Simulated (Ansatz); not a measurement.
**Ga₂AsN (ordering on rocksalt) by several functionals**

All numbers come from Ansatz. Non-magnetic throughout. Whether this structure exists isn't addressed.

An ordered 4-atom cell of Ga₂AsN on the rocksalt lattice (P4/mmm), relaxed with r2SCAN. Space group P4/mmm (No. 123), tetragonal; a = 3.464 Å, c = 4.845 Å in the conventional setting, 14.53 Å³ an atom. Around N lie 6 Ga at 2.42–2.45 Å; around Ga lie 2 N at 2.42 Å and 4 As at 2.45 Å; around As lie 6 Ga at 2.42–2.45 Å; around Ga lie 2 As at 2.42 Å and 4 N at 2.45 Å.

```cif
data_structure
_symmetry_space_group_name_H-M 'P 1'
_symmetry_Int_Tables_number 1
_cell_length_a 3.4639
_cell_length_b 3.4639
_cell_length_c 4.8450
_cell_angle_alpha 90.000
_cell_angle_beta 90.000
_cell_angle_gamma 90.000
_cell_volume 58.13
loop_
_atom_site_label
_atom_site_type_symbol
_atom_site_fract_x
_atom_site_fract_y
_atom_site_fract_z
_atom_site_occupancy
N1 N 0.00000 0.00000 0.00000 1
Ga1 Ga 0.00000 0.00000 0.50000 1
As1 As 0.50000 0.50000 0.50000 1
Ga2 Ga 0.50000 0.50000 0.00000 1
```

Relaxed lattice by functional, symmetry kept:
```tsv
functional	k mesh	a (Å)	c (Å)	volume (Å³/atom)
PBE	8×8×6	3.502	4.936	15.13
r2SCAN	6×6×6	3.464	4.845	14.53
```

Band edges at fixed r2SCAN geometry:
```csv
level,k mesh,gap (eV),kind,edges,least direct gap (eV),rough cost
PBE,8×8×6,none (overlap 2.99),–,–,–,7 core-seconds
PBE+SOC,8×8×6,none (overlap 2.98),–,–,–,40 core-seconds
r2SCAN,8×8×6,none (overlap 3.04),–,–,–,15 core-seconds
```
All runs use a smearing of 0.02 eV.
Wave cutoffs: 420 eV, 500 eV (r2SCAN).
Points off the special ones are mesh points or PBE's searched band edges, reused at the other levels.
Costs come from shared machines and give only the order; PBE's includes the band path. The runs had 2 threads of Arm Neoverse V2 (shared host).

r2SCAN gives no gap: the lowest nominally empty band dips 3.04 eV below the top of the last filled one (its bottom at M–Γ (0.10 of the way from M), the top at R), so the cell is a metal or semimetal at this level. With PBE+SOC the bands overlap by 2.98 eV (counted from 1, band 46 peaks at R and band 47 bottoms out at M): no gap.

No level opens a gap, but no hybrid is among them, and semilocal functionals can close a real gap.

Only the levels marked +SOC include spin-orbit coupling.
